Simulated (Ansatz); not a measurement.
CaO:
```
CaO
1.0
    0.00000     2.39766     2.39766
    2.39766     0.00000     2.39766
    2.39766     2.39766     0.00000
Ca O
1 1
Direct
  0.00000   0.00000   0.00000
  0.50000   0.50000   0.50000
```

Relaxed with r²SCAN.

Give the Bader charges and basin volumes of the independent atoms, the program Ansatz at the r²SCAN level (PAW).



| atom | Bader charge (e) | Bader volume (Å³) |
|---|---|---|
| Ca1 | +1.52 | 11.6 |
| O2 | -1.52 | 15.9 |

Space group Fm-3m (rock salt). The cell was relaxed with r²SCAN under the symmetry of its start. The volume moved by -55 % from the start of the relaxation.

Potentials: the earlier of the program's two PAW sets.
